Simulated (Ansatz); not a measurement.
Input file for Ansatz (a quantum-chemistry and plane-wave program):

Ansatz 0.2 input:
```yaml
crystal:
  lattice:
    - [-3.0256935542, 3.0256935542, 2.4436357814]
    - [3.0256935542, -3.0256935542, 2.4436357814]
    - [3.0256935542, 3.0256935542, -2.4436357814]
  atoms:
    - { symbol: Cu, position: [0.75, 0.75, 0.0] }
    - { symbol: Cu, position: [0.25, 0.25, 0.0] }
    - { symbol: Al, position: [0.1586277981, 0.6586277981, 0.8172555963] }
    - { symbol: Al, position: [0.6586277981, 0.8413722019, 0.5] }
    - { symbol: Al, position: [0.8413722019, 0.3413722019, 0.1827444037] }
    - { symbol: Al, position: [0.3413722019, 0.1586277981, 0.5] }
kpoints:
  mp_grid: { grid: [11, 11, 11] }
basis: { xc_grid: 2 }
hamiltonian:
  xc: pbe
  pseudopotentials: { kind: paw }
scf:
  occupations: { method: gaussian, width: 0.1 }
checkpoint: { read: metal.run }
output: { bader: true, populations: true }
```

Output (shortened):

```
Pseudopotentials: kind: paw
Pseudopotential: Cu, paw, valence charge 19
Pseudopotential: Al, paw, valence charge 3
Functional definition: PBE
Crystal: 6 atoms, lattice volume = 89.484 Å³
Basis set: ecut = 420 eV, 1721 PW (Γ), exchange–correlation on 72×72×72 points (8 copies of the dense FFT grid, shifted against one another)
Bands: 37, of which v1, the nominal top of the filled ones, is band 25 counted from 1 (24 counted from 0)
Symmetry: 16 space group operations
Space group: I4/mcm (ITA 140), of the structure as read, at distance tolerance 4.5e-5 Å
k-points: 126 of 1331
Initial density: read from a saved state, or passed on in memory by an earlier SCF of this step, an earlier step, the calling program or the single point that …
Stability of the state it starts from, as read at its close in the unpolarized treatment …
Initial wavefunctions: pseudopotential atomic-orbital guess
Eigensolver: davidson
Functional: x = pbe(κ = 0.804, μ = 0.2195149727645171), c = pbe(β = 0.06672455060314922)
iter 1 solved again at ethr=3.18e-7 eV; its pass at ethr=3.10e-3 eV (dr2=1.59e-4 eV) is discarded
SCF iter   1: F=—  HF=-15401.332152 eV  |F-HF|=—  |Δ(HF+E_count)|=         —  Δρ=2.69e-7  dr2=5.16e-11  ethr=3.18e-7  ⟨swp⟩=2.9  Hψ=32159  notcnv=0
all-band conjugate gradients solve this SCF's bands
preconditioner: auto → Kerker (q_TF=auto, 2.476 Å⁻¹)
SCF iter   2: F=—  HF=-15401.332153 eV  |F-HF|=—  |Δ(HF+E_count)|=   1.41e-6  Δρ=1.46e-7  dr2=1.05e-11  ethr=1.00e-12  ⟨swp⟩=7.7  Hψ=19499  notcnv=0
SCF iter   3: F=-15401.332153 eV  HF=-15401.332153 eV  |F-HF|=7.28e-12  |Δ(HF+E_count)|=  3.64e-12  Δρ=6.74e-8  dr2=2.19e-12  ethr=1.00e-12  ⟨swp⟩=1.0  Hψ=9842  notcnv=0
SCF 1 converged in 3 iterations: F = -15401.332153 eV  dr2 = 2.19e-12
SCF converged after 3 iterations
Free energy (F): -15401.332153 eV
Harris-Foulkes:  -15401.332153 eV  (|F-HF|=7.28e-12)
Internal energy: -15401.320969 eV  (E = F + TS)
E sigma→0 (E₀):  -15401.326561 eV
Entropy (-TS):   -0.011184 eV (-1.864 meV/atom)
Fermi energy:    10.336634 eV
--- Per-component energies (eV) ---
  E_band       = -931.234198
  E_kinetic    = 690.921793
  E_local      = -12428.530026  (includes V_loc(G=0)·N_el)
  E_nonlocal   = 809.189072
  E_hartree    = 5623.926098
  E_xc         = -340.056423
  E_vxc        = -349.738099  (∫ρ·V_xc dr)
  E_paw        = -5185.450057  (= ΣΔE_a)
  E_vpaw       = -900.929817  (= ΣTr[D̂ρ^β])
  E_aug_tail   = 0.000591  (compensation charges beyond the density's cutoff)
  E_ewald      = -4571.322018
  E_smearing   = -0.011184  (= −TS)
  E_closure    =  0.000000  (closes the sum)
  Σ components = -15401.332153   (vs F -15401.332153, Δ=0.00e0)
  [band-id]    e_kinetic+e_local+e_nonlocal+2·e_hartree+e_vxc+e_vpaw+e_augmentation_tail = -931.234288   (vs E_band -931.234198, Δ=-9.07e-5)
--- Band table (eV; the first three rows and the last of 126) ---
  k-point 0: bands = ["-103.3450", "-103.3365", "-60.7199", "-60.7199", "-60.7114", "-60.7114", "-60.7022", "-60.6094", "-0.4037", "5.0641", "5.2711", "5.2711", "5.3058", "6.1991", "6.3204", "6.6304", "6.9300", "7.1811", "7.1811", "7.4350", "7.4350", "8.3967", "8.9563", "9.1403", "9.1403", "9.5366", "9.9783", "10.4224", "11.7656", "11.7656", "11.9594", "15.6109", "15.6109", "16.2086", "16.5739", "22.2178", "22.9382"]
  k-point 1: bands = ["-103.3450", "-103.3365", "-60.7199", "-60.7199", "-60.7114", "-60.7114", "-60.7022", "-60.6094", "-0.3359", "4.9638", "5.2540", "5.2796", "5.2929", "6.1595", "6.3321", "6.6027", "6.8612", "6.8681", "7.1805", "7.1812", "7.5321", "8.7916", "8.7995", "8.8758", "9.2205", "9.6397", "10.2216", "10.7970", "11.9665", "12.0219", "12.1014", "14.6531", "14.8212", "17.2582", "17.5080", "21.8538", "21.9187"]
  k-point 2: bands = ["-103.3450", "-103.3365", "-60.7199", "-60.7199", "-60.7114", "-60.7114", "-60.7022", "-60.6094", "-0.1330", "4.4764", "5.2092", "5.2913", "5.3556", "6.0713", "6.3468", "6.3663", "6.4766", "6.7652", "7.1788", "7.1812", "7.7888", "8.4261", "8.4330", "8.9975", "9.3874", "9.5688", "11.2742", "11.5697", "12.4889", "12.5302", "12.6450", "13.5869", "13.9237", "18.5685", "18.8683", "20.5790", "20.6633"]
  k-point 125: bands = ["-103.3450", "-103.3365", "-60.7199", "-60.7199", "-60.7114", "-60.7114", "-60.7022", "-60.6094", "2.8575", "3.4468", "3.5965", "4.1380", "5.0602", "5.5024", "5.5855", "5.8645", "6.0251", "6.2849", "6.2920", "6.6033", "7.0862", "7.1736", "7.1736", "8.5516", "12.6824", "12.7662", "13.1479", "14.0405", "14.2420", "15.2445", "15.3635", "15.6377", "17.6235", "17.8082", "18.6660", "18.7858", "19.4530"]
  band table: 37 of 37 bands, residual norms ≤ 1.0e-3 eV
--- Löwdin populations: 6 sites ---
  site symbol       q [e]
     0     Cu     18.3604
     1     Cu     18.3604
     2     Al      3.2355
     3     Al      3.2355
     4     Al      3.2355
     5     Al      3.2355
  spilling = 0.006745 (of n_electrons = 50.000000)
--- Bader charges: 6 sites ---
  site symbol  charge [e]  shift [e]
     0     Cu     -1.6645     0.0032
     1     Cu     -1.6643     0.0032
     2     Al      0.8322     0.0016
     3     Al      0.8322     0.0016
     4     Al      0.8322     0.0016
     5     Al      0.8322     0.0016
  shift: an alarm, by how much a part of what the PAW files miss would move the charge. Where it is large, compare
  with a run on PAW files of another source; a small one proves nothing
  estimated error of the sums over rays = 3.8e-4 e
```

Cost: very roughly 70 core-seconds on shared cores.

The PBE relaxation kept the symmetry of its start; of distortions, only those at the zone centre were tested. The run is not spin-polarised. Axis ratios of metals converge slowly with the k-mesh, so a and c are less sure than the volume.

Potentials: the later of the program's two PAW sets.

Ansatz is a plane-wave DFT program.
